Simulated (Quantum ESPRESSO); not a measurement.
# Zn2AlClO3: input and log of a self-consistent run

A calculation, not a measurement. The program is pw.x of Quantum ESPRESSO 7.5 (plane-wave density functional theory). The cell is made up: 7 atoms on a rocksalt lattice with one site empty, with randomly drawn elements, strain and displacements, not relaxed. PseudoDojo standard norm-conserving files (v0.5 for PBE, v0.4.1 for LDA and PBEsol) set the functional; there is no spin polarisation, spin-orbit coupling or dispersion term, and the masses in the input are unused placeholders. A spin-polarised start on this cell or one of its family kept no moment.

Input:

```
&control calculation='scf', pseudo_dir='./dojo.nc.sr.pbe.v0_5.standard.upf', outdir='./o', disk_io='medium', tprnfor=.true., tstress=.true. /
&system ibrav=0, nat=7, ntyp=4, nbnd=44, ecutwfc=84.00895049, nosym=.true., tot_charge=0,
 occupations='smearing', smearing='fd', degauss=0.0073498644
/
&electrons conv_thr=7.350e-09, electron_maxstep=60, /
ATOMIC_SPECIES
Al 1.0 Al.upf
Cl 1.0 Cl.upf
O 1.0 O.upf
Zn 1.0 Zn.upf
CELL_PARAMETERS angstrom
4.1794 -0.0298 0.0032
-0.0298 4.1671 -0.0083
0.0032 -0.0083 4.2193
ATOMIC_POSITIONS angstrom
Zn 0.0172 -0.0562 -0.0326
Zn 0.0028 2.056 2.1024
Al 2.0509 -0.1039 2.0335
Cl 2.1468 -0.0605 -0.1354
O 2.1552 2.0496 2.1218
O 4.1789 0.0237 2.1249
O 4.1249 2.0941 0.0556
K_POINTS automatic
6 6 6 1 1 1
```

The log is shortened where brackets say so; the opening notice, blank lines, dates and the lines on written files are dropped, and the path of the files is cut. It prints rydbergs, bohrs and kilobars, and counts compression as positive stress.

```
     Program PWSCF v.7.5
     Parallel version (MPI & OpenMP), running on       1 processor cores
     Number of MPI processes:                 1
     Threads/MPI process:                     1
     [start-up lines left out]
     bravais-lattice index     =            0
     lattice parameter (alat)  =       7.8981  a.u.
     unit-cell volume          =     495.8619 (a.u.)^3
     number of atoms/cell      =            7
     number of atomic types    =            4
     number of electrons       =        68.00
     number of Kohn-Sham states=           44
     kinetic-energy cutoff     =      84.0090  Ry
     charge density cutoff     =     336.0358  Ry
     scf convergence threshold =      7.3E-09
     mixing beta               =       0.7000
     number of iterations used =            8  plain     mixing
     Exchange-correlation= PBE
                           (   1   4   3   4   0   0   0)
     [axes and pseudopotential details left out]
   Cartesian axes
     site n.     atom                  positions (alat units)
         1        Zn     tau(   1) = (   0.0041153  -0.0134466  -0.0078000  )
         2        Zn     tau(   2) = (   0.0006699   0.4919240   0.5030258  )
         3        Al     tau(   3) = (   0.4907038  -0.0248594   0.4865406  )
         4        Cl     tau(   4) = (   0.5136490  -0.0144754  -0.0323962  )
         5        O      tau(   5) = (   0.5156588   0.4903927   0.5076675  )
         6        O      tau(   6) = (   0.9998547   0.0056705   0.5084092  )
         7        O      tau(   7) = (   0.9869345   0.5010399   0.0133030  )
     number of k points=   108  Fermi-Dirac smearing, width (Ry)=  0.0073
     Number of k-points >= 100: set verbosity='high' to print them.
     Dense  grid:    51565 G-vectors     FFT dimensions: (  48,  45,  48)
     Estimated max dynamical RAM per process >      72.16 MB
     Initial potential from superposition of free atoms
     starting charge      67.9973, renormalised to      68.0000
     Starting wfcs are   40 randomized atomic wfcs +    4 random wfcs
     total cpu time spent up to now is       16.0 secs
     per-process dynamical memory:    44.2 Mb
     Self-consistent Calculation
     iteration #  1     ecut=    84.01 Ry     beta= 0.70
     Davidson diagonalization with overlap
     ethr =  1.00E-02,  avg # of iterations =  4.9
     total cpu time spent up to now is       52.4 secs
     total energy              =    -972.04802236 Ry
     estimated scf accuracy    <       1.55777726 Ry
     iteration #  2     ecut=    84.01 Ry     beta= 0.70
     Davidson diagonalization with overlap
     ethr =  2.29E-03,  avg # of iterations =  3.4
     total cpu time spent up to now is       89.0 secs
     total energy              =    -971.89598436 Ry
     estimated scf accuracy    <       4.17174923 Ry
     iteration #  3     ecut=    84.01 Ry     beta= 0.70
     Davidson diagonalization with overlap
     ethr =  2.29E-03,  avg # of iterations =  2.2
     total cpu time spent up to now is      122.4 secs
     total energy              =    -972.80430344 Ry
     estimated scf accuracy    <       0.25953073 Ry
     iteration #  4     ecut=    84.01 Ry     beta= 0.70
     Davidson diagonalization with overlap
     ethr =  3.82E-04,  avg # of iterations =  2.0
     total cpu time spent up to now is      156.3 secs
     total energy              =    -972.81915082 Ry
     estimated scf accuracy    <       0.04513555 Ry
     iteration #  5     ecut=    84.01 Ry     beta= 0.70
     Davidson diagonalization with overlap
     ethr =  6.64E-05,  avg # of iterations =  3.4
     total cpu time spent up to now is      194.2 secs
     total energy              =    -972.81916552 Ry
     estimated scf accuracy    <       0.00903083 Ry
     iteration #  6     ecut=    84.01 Ry     beta= 0.70
     Davidson diagonalization with overlap
     ethr =  1.33E-05,  avg # of iterations =  6.2
     total cpu time spent up to now is      229.9 secs
     total energy              =    -972.82088489 Ry
     estimated scf accuracy    <       0.00138775 Ry
     iteration #  7     ecut=    84.01 Ry     beta= 0.70
     Davidson diagonalization with overlap
     ethr =  2.04E-06,  avg # of iterations =  4.5
     total cpu time spent up to now is      261.4 secs
     total energy              =    -972.82114439 Ry
     estimated scf accuracy    <       0.00044421 Ry
     iteration #  8     ecut=    84.01 Ry     beta= 0.70
     Davidson diagonalization with overlap
     ethr =  6.53E-07,  avg # of iterations =  2.0
     total cpu time spent up to now is      292.4 secs
     total energy              =    -972.82120159 Ry
     estimated scf accuracy    <       0.00001540 Ry
     iteration #  9     ecut=    84.01 Ry     beta= 0.70
     Davidson diagonalization with overlap
     ethr =  2.27E-08,  avg # of iterations =  2.0
     total cpu time spent up to now is      328.9 secs
     total energy              =    -972.82120474 Ry
     estimated scf accuracy    <       0.00000033 Ry
     iteration # 10     ecut=    84.01 Ry     beta= 0.70
     Davidson diagonalization with overlap
     ethr =  4.92E-10,  avg # of iterations =  3.8
     total cpu time spent up to now is      372.4 secs
     total energy              =    -972.82120483 Ry
     estimated scf accuracy    <       0.00000008 Ry
     iteration # 11     ecut=    84.01 Ry     beta= 0.70
     Davidson diagonalization with overlap
     ethr =  1.17E-10,  avg # of iterations =  2.0
     total cpu time spent up to now is      406.8 secs
     End of self-consistent calculation
     Number of k-points >= 100: set verbosity='high' to print the bands.
     the Fermi energy is    12.4926 ev
!    total energy              =    -972.82120484 Ry
     estimated scf accuracy    <          3.4E-09 Ry
     smearing contrib. (-TS)   =      -0.00014796 Ry
     internal energy E=F+TS    =    -972.82105689 Ry
     The total energy is F=E-TS. E is the sum of the following terms:
     one-electron contribution =    -693.37365077 Ry
     hartree contribution      =     379.84225472 Ry
     xc contribution           =    -126.84454326 Ry
     ewald contribution        =    -532.44511758 Ry
     convergence has been achieved in  11 iterations
     Forces acting on atoms (cartesian axes, Ry/au):
     atom    1 type  4   force =     0.03646829    0.01382444    0.01890292
     atom    2 type  4   force =     0.00608494    0.01218872    0.00573152
     atom    3 type  1   force =     0.00202643   -0.00644162   -0.04301537
     atom    4 type  2   force =    -0.04602226    0.01725379    0.07264380
     atom    5 type  3   force =    -0.03716545    0.01257579   -0.01679994
     atom    6 type  3   force =     0.01972270   -0.03064649   -0.02494288
     atom    7 type  3   force =     0.01888535   -0.01875462   -0.01252006
     Total force =     0.127760     Total SCF correction =     0.000312
     Computing stress (Cartesian axis) and pressure
          total   stress  (Ry/bohr**3)                   (kbar)     P=      210.19
   0.00251231   0.00008178   0.00001456          369.57       12.03        2.14
   0.00008178  -0.00083816   0.00001141           12.03     -123.30        1.68
   0.00001456   0.00001141   0.00261228            2.14        1.68      384.28
     init_run     :     12.27s CPU     15.88s WALL (       1 calls)
     electrons    :    368.69s CPU    390.80s WALL (       1 calls)
     forces       :      6.04s CPU      6.12s WALL (       1 calls)
     stress       :     22.36s CPU     22.48s WALL (       1 calls)
     [timing details left out]
     PWSCF        :   6m49.68s CPU   7m16.16s WALL
     JOB DONE.
```

In other units: free energy -13235.907 eV for the cell, pressure 21.02 GPa, largest force component 1.868 eV/Å. A rerun of a related cell, with the same atoms placed differently, at 1437 eV and a 8 x 8 x 8 mesh moved values by no more than 0.002 eV in energy, 0.03 GPa in stress and 0.003 eV/Å in force.